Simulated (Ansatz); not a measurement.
Relaxed PbTe (rock salt):

```xyz
4
Lattice="0.0000 6.5690 6.5690 3.2845 3.2845 6.5690 3.2845 3.2845 0.0000" Properties=species:S:1:pos:R:3 pbc="T T T"
Te     0.0000     0.0000     0.0000
Te     3.2845     6.5690     3.2845
Pb     3.2845     3.2845     3.2845
Pb     3.2845     6.5690     6.5690
```

A phonon eigenvector at X = (0.5, 0.5, 0.0) is frozen into this cell: atom i moves by Q times the vector below, so Q is the largest atomic displacement, in Å. The cell is held. (q is in reciprocal vectors of the primitive cell; the cell shown is doubled to hold the pattern.)

```tsv
atom	x	y	z
Te1	0.000	0.000	-0.305
Te2	0.000	0.000	0.305
Pb3	0.000	0.000	-1.000
Pb4	0.000	0.000	1.000
```

Calculation: PBE (plane waves to 420 eV, PAW, scalar-relativistic; Ansatz, a quantum-chemistry and plane-wave program). k mesh 9×9×9 (Γ-centred), Fermi-Dirac smearing 0.05 eV. E stands for the smeared free energy. PbTe was relaxed with its symmetry unable to fall. Spin-orbit coupling is left out, though Pb and Te are heavy. ΔE is measured from the undisplaced structure.

```
Q (Å)    ΔE (meV/cell)
-------  -------------
-0.1000            7.7
-0.0833       withheld
-0.0667            3.4
-0.0500            1.9
-0.0333            0.8
-0.0167            0.2
0.0000             0.0
0.0167             0.2
0.0333             0.8
0.0500             1.9
0.0667             3.4
0.0833        withheld
0.1000             7.7
```

Question: Fit an even polynomial form (powers 2, 4) to the given rows and predict ΔE at Q = -0.0833.

Answer: Least squares on the 11 given rows: ΔE = (754.2)·Q² + (1607)·Q⁴, in meV/cell with Q in Å; root-mean-square residual 0.02 meV/cell. At -0.0833 the fit gives 5.3 meV/cell; the calculation gives 5.3 meV/cell, the same to the digits shown. The quadratic term alone would give 5.2 meV/cell.

(A displaced cell: forces are minus the slopes of the energy, force constants its curvatures, and phonons follow from these.)
